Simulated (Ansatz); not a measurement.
A relaxed cell of GeBiH₃ is given with its symmetry left out. The cell was found from a structure generator's guess, not taken from experiment.

All numbers below come from Ansatz 0.2.0, DFT PBE, scalar-relativistic, plane waves, PAW. Cutoff 420 eV, Γ-centred mesh, Gaussian smearing, no spin polarisation.

```
Ge Bi H
1.0
    -2.89181    2.89181    3.80719
     2.89181   -2.89181    3.80719
     2.89181    2.89181   -3.80719
Ge Bi H
2 2 6
Direct
  0.50000 0.50000 0.00000
  0.00000 0.00000 0.00000
  0.75000 0.25000 0.50000
  0.25000 0.75000 0.50000
  0.33867 0.83867 0.17735
  0.83867 0.66133 0.50000
  0.75000 0.75000 0.00000
  0.66133 0.16133 0.82265
  0.16133 0.33867 0.50000
  0.25000 0.25000 0.00000
```

Energies over the elements count from the elements' standard structures at the same level (H₂ as a molecule), with no fitted energy shifts.

Problem. What space group does it have?

Solution. I4/mcm (No. 140). Conventional cell: a = 5.784 Å, c = 7.614 Å. Ge has 2 H at 1.90 Å and 4 H at 2.17 Å; around Bi lie 4 H at 2.32 Å, 4 H at 2.89 Å, 4 H at 3.36 Å and 8 Ge at 3.46 Å; H on a site of symmetry m2m is surrounded by 2 Ge at 2.17 Å and 2 Bi at 2.32 Å; H on a site of symmetry 422 is surrounded by 2 Ge at 1.90 Å.

Problem. What is its formation energy per atom?

Solution. +0.62 eV/atom. A positive value: parting into the elements would lower its energy.

Problem. Is it a metal?

Solution. Yes, bands cross the Fermi level on the 10×10×10 mesh.

Problem. From what recipe could a structure generator have reached it?

Solution. One such recipe: perovskite family, tilts a0a0c- (I4/mcm, No. 140). Other recipes can lead to the same cell.

The last run used a 10×10×10 mesh for its 10-atom cell and Gaussian smearing of 0.10 eV. No dispersion correction is applied, so the spacing and binding between layers, chains or molecules are poorly described. These runs have no spin–orbit coupling, which can matter for Bi. With hydrogen, zero-point motion can shift formation energies by some tens of meV/atom. Symmetry constrained the relaxation, so the result can be a saddle point.
